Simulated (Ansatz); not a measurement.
The cell below belongs to a search over invented structures; it isn't taken from experiment.

Input and command of a plane-wave DFT calculation in Ansatz:

```yaml
crystal:
  lattice:
    - [-3.09566063, 3.09566063, 5.1851867]
    - [3.09566063, -3.09566063, 5.1851867]
    - [3.09566063, 3.09566063, -5.1851867]
  atoms:
    - { symbol: Ti, position: [0.5, 0.0, 0.5] }
    - { symbol: Ti, position: [0.0, 0.5, 0.5] }
    - { symbol: Ti, position: [0.5, 0.5, 0.0] }
    - { symbol: Te, position: [0.0, 0.0, 0.0] }
    - { symbol: Te, position: [0.75, 0.25, 0.5] }
    - { symbol: Te, position: [0.25, 0.75, 0.5] }
    - { symbol: Mo, position: [0.73772667, 0.73772667, 0.0] }
    - { symbol: Mo, position: [0.26227333, 0.26227333, 0.0] }
basis:
  ecutwfc: 420
kpoints:
  mp_grid: { grid: [4, 4, 4] }
hamiltonian:
  xc: pbe
scf:
  occupations: { method: gaussian, width: 0.2 }
  lower_state_search: "off"
output:
  forces: true
  stress: true
  eigenvalues: true
relax:
  adjacent_minimum: "off"
  f_tol: 0.08
  max_steps: 16
  cell: { stress_tol: 0.8 }
```

```bash
ansatz run input.yaml --threads 1 --pin off --max-ram 2560MiB --backend cpu --events-out ev --progress --plain --runs-dir out
```

Processor: Intel(R) Xeon(R) Platinum 8259CL CPU @ 2.50GHz (Skylake/Cascade Lake), 1 thread, on a host shared with other jobs.

Task: How long does it run, and how much memory does it take?

Result: About 95 s, peak memory 0.63 GiB. It solves 68 bands at 13 k points (after reduction by symmetry) with about 3443 plane waves (on the last cell), in 50 SCF iterations over 7 ionic steps.
